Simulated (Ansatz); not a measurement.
The start is a generated cell, Rh placed in the beta-W structure type. Cell shape, volume and atoms are optimised at zero target pressure with PBE (plane waves to 420 eV, PAW, scalar-relativistic; Ansatz, an electronic-structure program). The first steps use a coarse 7×7×7 k-mesh.

Input geometry:
```
Rh
1.0
    4.81941     0.00000     0.00000
    0.00000     4.81941     0.00000
    0.00000     0.00000     4.81941
Rh
8
Cartesian
  1.20485   0.00000   2.40970
  3.61456   0.00000   2.40970
  0.00000   2.40970   1.20485
  0.00000   2.40970   3.61456
  2.40970   1.20485   0.00000
  2.40970   3.61456   0.00000
  0.00000   0.00000   0.00000
  2.40970   2.40970   2.40970
```

Q: What pressure does the first self-consistent step give?

A: +10.2 GPa (positive: the cell is compressed).

Q: By how much does the energy per atom fall from start to end?

A: 0.02 eV/atom.

Q: How does the volume change?

A: +4.0 %, from 13.99 to 14.55 Å³/atom.

Q: What band gap does the relaxed structure have at this level?

A: Zero (metallic).

The space group stays Pm-3n (No. 223) (the run could not lower it), with 8 atoms in the primitive cell. Final values are on a 10×10×10 k-mesh of the relaxed cell. No spin polarisation in the result.

The run could not lose the symmetry of its start: the end is stationary, and may be a saddle point rather than a minimum.

All atoms sit on sites fixed by symmetry, so only the cell could relax.

The relaxed structure here is a generated cell of Rh: the first start was made by placing the elements on the sites of a structure type, and the end was not matched to a known phase here, so it may be hypothetical. Known forms of Rh include space group No. 225.
